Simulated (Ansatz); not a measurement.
Input and output of a one-shot G0W0 calculation on CdS (wurtzite) (the plane-wave code Ansatz, G0W0@PBE0 with 557 empty bands, a screening cutoff of 180 eV and a 6×6×2 mesh). Cell and atoms come from a relaxation with r2SCAN.

```yaml
crystal:
  lattice:
    - [4.1646012827, 0.0, 0.0]
    - [-2.0823006414, 3.6066505075, 0.0]
    - [0.0, 0.0, 6.76601049]
  atoms:
    - { symbol: Cd, position: [0.3333333333, 0.6666666667, -0.0009631164] }
    - { symbol: Cd, position: [0.6666666667, 0.3333333333, 0.4990368836] }
    - { symbol: S, position: [0.3333333333, 0.6666666667, 0.3759631164] }
    - { symbol: S, position: [0.6666666667, 0.3333333333, 0.8759631164] }
kpoints:
  mp_grid: { grid: [6, 6, 2] }
hamiltonian:
  xc: pbe0
scf:
  occupations: { method: fixed }
gw:
  n_empty_bands: 557
  ecut_chi: 180
  qp_bands: [v2, c2]
  qp_kpoints: band_edges
  screening: { model: contour_deformation }
```

Some lines of the output have been replaced by numbered gaps.
```
Functional definition: PBE0
Crystal: 4 atoms, lattice volume = 101.627 Å³
Basis set: ecut = 420 eV, 1985 PW (Γ)
Bands: 32, of which v1, the nominal top of the filled ones, is band 26 counted from 1 (25 counted from 0)
Symmetry: 12 space group operations
Space group: P63mc (ITA 186)
k-points: 14 of 72
[warm-up without exact exchange]
SCF 1 stopped early in 2 iterations: F = -18315.644393 eV  dr2 = 2.54e-5
[exact exchange on]
Exchange kernel: α = 0.2500, full range, Wigner–Seitz truncation, v(0) = 12593.1818 eV·Å³, q-mesh 6×6×2
preconditioner: auto → none  [insulator: Δε(μ)=2.757 eV  ℏωp=22.1 eV]
SCF 2 stopped early in 6 iterations: F = -18323.478801 eV  dr2 = 6.48e-6
hybrid outer 1: dexx = +2.400e-2 eV, tail = 6.17e-5 eV
SCF 3 converged in 3 iterations: F = -18323.478985 eV  dr2 = 4.47e-8
hybrid outer 2: dexx = +1.008e-6 eV, tail = 1.56e-7 eV, Δε = 3.16e-3 eV
Free energy (F): -18323.478986 eV
Fermi energy:    5.570575 eV
--- G₀W₀: contour deformation, 7 samples at zero and on the imaginary axis and 1 off it, 72 q-points, 557 empty bands' worth ---
    ik  band        ε_KS         Σx   Σc(E_QP)       V_xc       Z   E_QP_lin       E_QP  E_QP is
     0    25      5.5706   -20.4673     1.6641   -18.6375  0.7998  [1]
     0    26      5.5706   -20.4673     1.6641   -18.6375  0.7998  [2]
     0    27      8.4121    -8.1172    -3.5274   -11.3996  0.8358  [3]
     0    28     10.1056    -7.7194    -3.7559   -11.3161  0.8334     9.9466     9.9463  root
     1    25      5.1540   -19.9858     1.7532   -18.0478  0.7979     4.9688     4.9691  root
     1    26      5.1540   -19.9858     1.7532   -18.0478  0.7979  [4]
     1    27     10.1393    -8.1652    -3.7282   -11.6998  0.8287  [5]
     1    28     10.1393    -8.1652    -3.7282   -11.6998  0.8287  [6]
     2    25      5.3106   -20.0919     1.7625   -18.1399  0.7975     5.1207     5.1211  root
     2    26      5.3682   -20.2268     1.7095   -18.3420  0.7987     5.1926     5.1930  root
     2    27      9.5482    -8.8266    -3.5466   -12.1583  0.8271     9.3337     9.3333  root
     2    28     11.0123    -8.1342    -3.8827   -11.8827  0.8259    10.8782    10.8781  root
     3    25      4.8806   -19.6443     1.8014   -17.6473  0.7965  [7]
     3    26      4.8806   -19.6443     1.8014   -17.6473  0.7965     4.6846     4.6850  root
     3    27     10.9298    -8.3743    -3.8636   -12.0543  0.8221    10.7465    10.7461  root
     3    28     10.9298    -8.3743    -3.8636   -12.0543  0.8221    10.7465    10.7461  root
     4    25      4.7165   -19.3201     1.8389   -17.2695  0.7956     4.5044     4.5048  root
     4    26      4.9648   -19.7318     1.7962   -17.7424  0.7963     4.7713     4.7716  root
     4    27     10.7635    -8.2267    -3.8477   -11.9009  0.8237    10.5903    10.5900  root
     4    28     11.3465    -7.2988    -3.7823   -10.9395  0.8315    11.2051    11.2048  root
     5    25      4.3828   -19.0340     1.8944   -16.9255  0.7934     4.1682     4.1688  root
     5    26      4.3828   -19.0340     1.8944   -16.9255  0.7934     4.1682     4.1688  root
     5    27     11.0254    -7.2020    -3.7473   -10.7603  0.8307    10.8367    10.8363  root
     5    28     11.0254    -7.2020    -3.7473   -10.7603  0.8307    10.8367    10.8363  root
     6    25      4.2214   -18.7706     1.9218   -16.6221  0.7938     3.9942     3.9948  root
     6    26      4.7700   -19.4765     1.8341   -17.4401  0.7951     4.5673     4.5678  root
     6    27     11.0838    -8.0231    -3.9119   -11.7927  0.8248    10.9417    10.9415  root
     6    28     11.1905    -7.1014    -3.6716   -10.6115  0.8344  [8]
     7    25      4.1826   -18.8887     1.9489   -16.7167  0.7913     3.9591     3.9596  root
     7    26      4.1826   -18.8887     1.9489   -16.7167  0.7913     3.9591     3.9596  root
     7    27     10.7749    -7.0267    -3.6683   -10.5039  0.8343    10.5842    10.5838  root
     7    28     10.7749    -7.0267    -3.6683   -10.5039  0.8343    10.5842    10.5838  root
    13    25      4.4001   -18.9806     1.9127   -16.8479  0.7920     4.1795     4.1801  root
    13    26      4.4001   -18.9806     1.9127   -16.8479  0.7920     4.1795     4.1801  root
    13    27     11.7960    -7.6806    -3.9825   -11.5494  0.8254    11.6823    11.6822  root
    13    28     11.7960    -7.6806    -3.9825   -11.5494  0.8254    11.6823    11.6822  root
```

The points are ik 0 = (0, 0, 0) (Γ), ik 1 = (0, 0, -1/2), ik 2 = (0, 1/6, 0), ik 3 = (0, 1/6, -1/2), ik 4 = (0, 1/3, 0), ik 5 = (0, 1/3, -1/2), ik 6 = (0, -1/2, 0), ik 7 = (0, -1/2, -1/2), ik 13 = (1/3, 1/3, -1/2); band 26 is the last filled one.

**Question.** Fill in the blanks. They hold quasiparticle rows.

**Answer.**
```
[1]
     0    25      5.5706   -20.4673     1.6641   -18.6375  0.7998     5.4047     5.4050  root
[2]
     0    26      5.5706   -20.4673     1.6641   -18.6375  0.7998     5.4047     5.4050  root
[3]
     0    27      8.4121    -8.1172    -3.5274   -11.3996  0.8358     8.1676     8.1671  root
[4]
     1    26      5.1540   -19.9858     1.7532   -18.0478  0.7979     4.9688     4.9691  root
[5]
     1    27     10.1393    -8.1652    -3.7282   -11.6998  0.8287     9.9460     9.9456  root
[6]
     1    28     10.1393    -8.1652    -3.7282   -11.6998  0.8287     9.9460     9.9456  root
[7]
     3    25      4.8806   -19.6443     1.8014   -17.6473  0.7965     4.6846     4.6850  root
[8]
     6    28     11.1905    -7.1014    -3.6716   -10.6115  0.8344    11.0293    11.0290  root
```
The trailing digits, and the zero of the energies, depend on the potentials and thresholds.

The quasiparticle gap on this mesh is 2.76 eV (direct at Γ), against 2.84 eV from PBE0: -0.08 eV. Renormalisation factors Z lie between 0.79 and 0.84. G0W0 values are finite-basis, finite-mesh values.

It took 2.1 min on 1 × NVIDIA H100 80GB HBM3 with 2 threads of AMD EPYC 7R13 Processor (Zen 3) (shared host), load about 0.7 per core; peak host memory 2.6 GiB.

The values are computed, spin-unpolarised, and not measurements.

Spin-orbit coupling is left out.

The program warns that the k mesh is coarse for exact exchange in some of these runs, so their gaps aren't converged.

With a shallow d shell on the cation, G0W0 converges slowly in bands and cutoff, so these values are in doubt.
